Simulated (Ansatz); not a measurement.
Bi2Se3:
Space group R-3m, hexagonal axes (No. 166); a = b = 4.149 Å, c = 29.471 Å, α = β = 90.00°, γ = 120.00°

```
atom  site  symmetry       x       y       z
----  ----  --------  ------  ------  ------
Bi      6c        3m  0.0000  0.0000  0.3990
Se      3a       -3m  0.0000  0.0000  0.0000
Se      6c        3m  0.0000  0.0000  0.2151
```
(The calculation used a cell of 5 atoms; values per cell refer to that cell.)

Relaxed with r²SCAN+D4.

Question: Tabulate the valence density and the electron localisation function along the shortest Bi–Se contact (2.85 Å), plane-wave PAW r²SCAN+D4 (Ansatz code).

Answer: 

| distance from Bi (Å) | density (e/Å³) | ELF |
|---|---|---|
| 0.29 | 7.09 | 0.13 |
| 0.43 | 5.61 | 0.16 |
| 0.57 | 4.01 | 0.25 |
| 0.71 | 2.51 | 0.35 |
| 0.86 | 1.36 | 0.39 |
| 1.00 | 0.71 | 0.38 |
| 1.14 | 0.45 | 0.34 |
| 1.28 | 0.36 | 0.37 |
| 1.43 | 0.34 | 0.48 |
| 1.57 | 0.38 | 0.63 |
| 1.71 | 0.47 | 0.74 |
| 1.85 | 0.62 | 0.78 |
| 2.00 | 0.83 | 0.78 |
| 2.14 | 1.25 | 0.74 |
| 2.28 | 2.78 | 0.60 |
| 2.42 | 8.96 | 0.37 |
| 2.57 | 25.63 | 0.17 |

The density is the valence pseudo-density with augmentation charge, so density and ELF within about 1 Å of a nucleus are not all-electron values.

Symmetry was held in the r²SCAN+D4 relaxation. Scalar-relativistic: spin–orbit coupling is off unless named, which matters more the heavier the elements.

Potentials: the earlier of the program's two PAW sets.
